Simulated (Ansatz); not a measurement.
A geometry of KCaCl3 away from equilibrium: the start of the relaxation of a generated cell, KCaCl3 placed in the GdFeO3 structure type. All values below come from r2SCAN (plane waves to 500 eV, PAW, scalar-relativistic; Ansatz, a program for electronic structure). Γ-centred k-mesh 3×2×3 on the run's cell (coarser than for final values), Fermi–Dirac smearing 0.05 eV.

```xyz
20
Lattice="7.4431 0.0000 0.0000 0.0000 10.5022 0.0000 0.0000 0.0000 7.4183" Properties=species:S:1:pos:R:3:forces:R:3 pbc="T T T" free_energy=-26509.803 pressure_GPa=0.6
K      3.6300     2.6256     7.3560   -0.1550    0.0000    0.0436
K      7.3516     2.6256     3.7715   -0.1550    0.0000   -0.0436
K      3.8131     7.8767     0.0623    0.1550    0.0000   -0.0436
K      0.0916     7.8767     3.6468    0.1550    0.0000    0.0436
Ca     0.0000     0.0000     0.0000    0.0000    0.0000    0.0000
Ca     3.7216     5.2511     3.7091    0.0000    0.0000    0.0000
Ca     0.0000     5.2511     0.0000    0.0000    0.0000    0.0000
Ca     3.7216     0.0000     3.7091    0.0000    0.0000    0.0000
Cl     0.2330     2.6256     0.4347   -0.0348    0.0000    0.2613
Cl     3.9545     2.6256     3.2744   -0.0348    0.0000   -0.2613
Cl     7.2102     7.8767     6.9836    0.0348    0.0000   -0.2613
Cl     3.4886     7.8767     4.1439    0.0348    0.0000    0.2613
Cl     2.1436     5.6397     1.5801    0.0142    0.0330   -0.1211
Cl     5.8652    10.1137     2.1290    0.0142   -0.0330    0.1211
Cl     5.2995     0.3886     5.8382   -0.0142    0.0330    0.1211
Cl     1.5779     4.8625     5.2892   -0.0142   -0.0330   -0.1211
Cl     5.2995     4.8625     5.8382   -0.0142   -0.0330    0.1211
Cl     1.5779     0.3886     5.2892   -0.0142    0.0330   -0.1211
Cl     2.1436    10.1137     1.5801    0.0142   -0.0330   -0.1211
Cl     5.8652     5.6397     2.1290    0.0142    0.0330    0.1211
```

Positions in Å, forces in eV/Å, free energy of the cell in eV (comparable only within this code, potentials and settings). Largest force: 0.26 eV/Å, on Cl9, Cl10, Cl11, Cl12 (atoms numbered as listed); the geometry lies 0.02 eV/atom above the end of its relaxation.

No spin polarisation in the result.

The run could not lose the symmetry of its start.

The first start was generated by placing the elements on the sites of a structure type. Materials Project lists a structure of KCaCl3 in the same space group, Pnma (No. 62); the sites were not compared with it, nor with measured phases.
